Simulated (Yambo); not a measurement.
# How GW settings move the gap: Mg2ZnP2

G0W0@LDA for Mg2ZnP2 (space group P3m1, No. 156) in Yambo. Reference settings: 3×3×2 Γ-centred k mesh, bands 13 to 176 and a 8 Ry block in the screening, 176 bands in G with the Bruneval-Gonze terminator, plasmon pole fitted at 27.2 eV. The LDA gap Γ → K on this mesh is 1.13 eV; G0W0 gaps are taken between the same points.

```
change from the reference                                G0W0 gap Γ → K (eV)  shift of the valence edge (eV)        rough Yambo cost
-------------------------------------------------------  -------------------  ------------------------------  ----------------------
reference settings                                                      1.97                           -0.51                       1
wavefunctions cut at 10 Ry                                              2.02                           -0.36  within a factor of two
exchange cut at 20 Ry                                                   2.08                           -0.31                       –
46 bands in W, 46 bands in G, 2 Ry block                                1.74                            0.20               about 1/7
46 bands in W, 46 bands in G, 3 Ry block                                1.79                            0.14               about 1/7
46 bands in W, 46 bands in G, 5 Ry block                                1.88                            0.08               about 1/6
46 bands in W, 46 bands in G, 6 Ry block                                1.89                            0.06               about 1/6
70 bands in W, 70 bands in G, 3 Ry block                                1.74                           -0.07               about 1/5
70 bands in W, 70 bands in G, 5 Ry block                                1.87                           -0.19               about 1/4
70 bands in W, 70 bands in G, 6 Ry block                                1.89                           -0.22               about 1/4
100 bands in W, 100 bands in G, 6 Ry block                              1.89                           -0.33               about 1/2
3 Ry block                                                              1.69                           -0.19  within a factor of two
6 Ry block                                                              1.91                           -0.44  within a factor of two
70 bands in W, 70 bands in G, 3 Ry block, no terminator                 1.71                            0.06               about 1/5
46 bands in W, 46 bands in G, no terminator                             1.78                            0.39               about 1/5
```

The reference isn't shown to be the converged limit. Costs are rough (shared machines), scaled to the same edge states, and given only for runs that recompute the screening. The mesh misses a band edge: along a dense path the LDA gap is 0.91 eV against 1.13 eV on the mesh.

Geometry of the Materials Project entry, not relaxed at this level; primitive cell a = 4.0141 Å, b = 4.0141 Å, c = 6.5439 Å, α = 90.00°, β = 90.00°, γ = 120.00°.

The structure is a Materials Project entry; no match was found in the copy of COD used, and its stability was not checked.

A shift is the quasiparticle energy of the state minus its LDA energy.
